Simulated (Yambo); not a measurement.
Input:

```
TlBr
1.0
    3.79626     0.00000     0.00000
    0.00000     3.79626     0.00000
    0.00000     0.00000     3.79626
Br Tl
1 1
Direct
  0.50000   0.50000   0.50000
  0.00000   0.00000   0.00000
```

Workflow: PBE (stringent potentials; pw.x of Quantum ESPRESSO, ONCV potentials, without SOC), then G0W0 in Yambo (4×4×4 Γ-centred k mesh, bands 10 to 284 and a 15 Ry block in the screening, 284 bands in G with the Bruneval-Gonze terminator, plasmon pole fitted at 27.2 eV).

Problem. Give the PBE and G0W0 gaps between the band edges found on this mesh, and say where the edges lie.

Solution. Edges: X → X. PBE: 1.44 eV; G0W0: 2.91 eV. Convergence of the G0W0 settings was not tested. Spin-orbit coupling is left out; with 6p states at a band edge it can lower the gap by many tenths of an eV, most of a small gap.

Geometry strained from the cell relaxed with PBEsol, atoms relaxed again.
